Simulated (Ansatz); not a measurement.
SiO$_{2}$:
```xyz
12
Lattice="-2.6324 4.7904 4.4600 2.6324 -4.7904 4.4600 2.6324 4.7904 -4.4600" Properties=species:S:1:pos:R:3 pbc="T T T"
Si     0.0000     0.8098     7.5346
Si     2.6324     3.9806    -3.0745
Si     2.6324    -0.8098     3.0745
Si     0.0000     5.6002     1.3855
O      2.6324    -2.3952     3.3995
O      0.0000     7.1856     1.0605
O      1.3162     5.1911     2.2300
O      1.3162    -0.4007     2.2300
O      1.3162     4.3897    -2.2300
O     -1.3162     5.1911     2.2300
O      0.0000     0.0000     0.0000
O      0.0000     4.7904     0.0000
```

Relaxed with PBEsol. Independent-particle spectrum: no excitons, no local fields, no scissors shift; 0.1 eV broadening; ε₁ of the summed bands alone.

Problem. Tabulate the dielectric function from PBEsol (plane waves, PAW; program Ansatz).

Solution. 

```csv
E (eV),ε₁ xx,ε₂ xx,ε₁ yy,ε₂ yy,ε₁ zz,ε₂ zz
0.0,1.95,0.00,1.96,0.00,1.95,0.00
0.3,1.95,0.00,1.96,0.00,1.95,0.00
0.6,1.95,0.00,1.96,0.00,1.95,0.00
0.9,1.96,0.00,1.96,0.00,1.96,0.00
1.2,1.96,0.00,1.97,0.00,1.96,0.00
1.5,1.97,0.00,1.98,0.00,1.97,0.00
1.8,1.97,0.00,1.98,0.00,1.97,0.00
2.1,1.98,0.00,1.99,0.00,1.98,0.00
2.4,1.99,0.00,2.00,0.00,1.99,0.00
2.7,2.00,0.00,2.01,0.00,2.00,0.00
3.0,2.02,0.00,2.03,0.00,2.02,0.00
3.3,2.03,0.00,2.04,0.00,2.03,0.00
3.6,2.05,0.00,2.06,0.00,2.05,0.00
3.9,2.07,0.00,2.08,0.00,2.07,0.00
4.2,2.10,0.00,2.10,0.00,2.10,0.00
4.5,2.12,0.00,2.13,0.00,2.12,0.00
4.8,2.15,0.00,2.16,0.00,2.15,0.00
5.1,2.19,0.00,2.19,0.00,2.19,0.00
5.4,2.23,0.00,2.24,0.00,2.23,0.00
5.7,2.28,0.00,2.28,0.00,2.28,0.00
6.0,2.34,0.00,2.34,0.00,2.34,0.00
6.3,2.41,0.01,2.41,0.00,2.41,0.00
6.6,2.50,0.01,2.49,0.00,2.49,0.01
6.9,2.60,0.02,2.60,0.00,2.60,0.02
7.2,2.77,0.04,2.76,0.02,2.75,0.03
7.5,3.05,0.12,3.04,0.08,3.02,0.06
7.8,3.17,0.49,3.18,0.44,3.21,0.43
8.1,3.18,0.73,3.20,0.65,3.24,0.64
8.4,3.19,0.94,3.19,0.85,3.28,0.85
8.7,3.17,1.04,3.29,0.97,3.50,1.01
9.0,3.58,1.56,3.54,1.30,3.84,1.88
9.3,2.93,2.29,3.54,2.13,3.02,2.85
9.6,2.35,2.20,2.78,2.62,2.04,2.65
9.9,1.92,2.13,2.18,2.59,1.24,2.14
10.2,1.89,2.00,1.68,2.48,1.54,1.55
10.5,1.59,1.79,0.79,2.23,1.79,1.50
10.8,1.58,1.76,1.36,1.38,1.50,1.70
11.1,1.49,1.53,1.63,1.49,1.61,1.31
11.4,1.74,1.43,1.55,1.42,1.86,1.60
11.7,1.57,1.61,1.69,1.90,1.80,1.73
12.0,1.60,1.90,1.51,1.63,1.50,2.16
```

With all bands, ε∞ without local fields is 2.08 (xx), 2.09 (yy), 2.08 (zz). DFPT, with local fields, gives 2.00 (xx), 1.94 (yy), 1.97 (zz).

Space group Imma. The first step of the workflow began from a Materials Project structure, measured or hypothetical; the Crystallography Open Database copy checked does not list it. It is not the phase usual at ambient conditions (space group No. 92, 152, 154). The PBEsol relaxation kept the symmetry of its start. At this level the phase is mechanically unstable.

Potentials: the earlier of the program's two PAW sets.
